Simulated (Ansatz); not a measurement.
**BaTiO₃ under strain: Coordination and O-17 quadrupole coupling**

Cell: a structure deposited in the COD, relaxed with PBE at fixed cell and then changed (z stretched by 3 %, ions relaxed).

```
Ba Ti O
1.0
     3.99980    0.00000    0.00000
     0.00000    3.99980    0.00000
     0.00000    0.00000    4.13854
Ba Ti O
1 1 3
Direct
  0.00000 0.00000 0.99005
  0.50000 0.50000 0.47288
  0.50000 0.50000 0.03296
  0.50000 0.00000 0.51605
  0.00000 0.50000 0.51605
```

Atoms are numbered from 1 in the order listed; like atoms form one site, named after its first atom.

Level of theory: DFT, PBE, plane waves and PAW, scalar-relativistic, 420 eV cutoff, Γ-centred 8×8×8 k-points, Fermi–Dirac smearing 0.02 eV (Ansatz 0.2.0).

Q(O-17) = -25.58 mb.

Problem. Rank these O sites by |C_Q|, smallest first.
A. O3: 2 Ti at 1.82–2.32 Å, angle 180°; also 4 Ba at 2.83 Å
B. O4: 2 Ti at 2.01 Å, angle 170°; also 4 Ba at 2.80–2.96 Å

Solution. A (0.901 MHz, η = 0.00), B (1.76 MHz, η = 0.20).

An axis of threefold or higher order runs through O3, so V_zz lies along it and η is zero. At O4 V_zz points along the line of its two bonds (within 1°).
